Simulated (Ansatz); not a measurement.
Starting cell, BaTiO$_{3}$ (tetragonal-perovskite type, space group P4mm):

```yaml
crystal:
  lattice:
    - [3.97219, 0.00000, 0.00000]
    - [0.00000, 3.97219, 0.00000]
    - [0.00000, 0.00000, 4.11302]
  atoms:
    - { symbol: Ti, position: [0.50000, 0.50000, 0.45235] }
    - { symbol: Ba, position: [0.00000, 0.00000, 0.93424] }
    - { symbol: O, position: [0.50000, 0.50000, 0.89516] }
    - { symbol: O, position: [0.50000, 0.00000, 0.41213] }
    - { symbol: O, position: [0.00000, 0.50000, 0.41213] }
```

In this cell atom 5 (O, nearest neighbour Ti at 1.993 Å; its periodic images, 4.0 Å or more away, move with it) is moved by s along Cartesian [111], unit vector (0.577, 0.577, 0.577); all other atoms and the cell stay fixed.

The numbers are results of r2SCAN (plane waves to 500 eV, PAW, scalar-relativistic; Ansatz, an electronic-structure program), not measurements. k mesh 7×7×7 (Γ-centred), Fermi-Dirac smearing 0.05 eV. F∥ is the force on the atom along that direction. BaTiO3 is run without spin polarisation. BaTiO3 was relaxed with its symmetry unable to fall. 

```csv
s (Å),F∥ (eV/Å)
-0.400,2.867
-0.320,2.175
-0.240,1.553
-0.160,0.995
-0.080,0.485
0.000,0.000
0.080,-0.487
0.160,-1.004
0.240,-1.574
0.320,-2.215
0.400,-2.935
```

Question: What is the force constant k = d²E/ds² of this move at s = 0?

Answer: 6.01 eV/Å². The forces along the line at the two nearest points give (0.485 − (-0.487)) / (2·0.080) = 6.07 eV/Å²; the next pair corrects for the finite step.

(A displaced cell: forces are minus the slopes of the energy, force constants its curvatures, and phonons follow from these.)
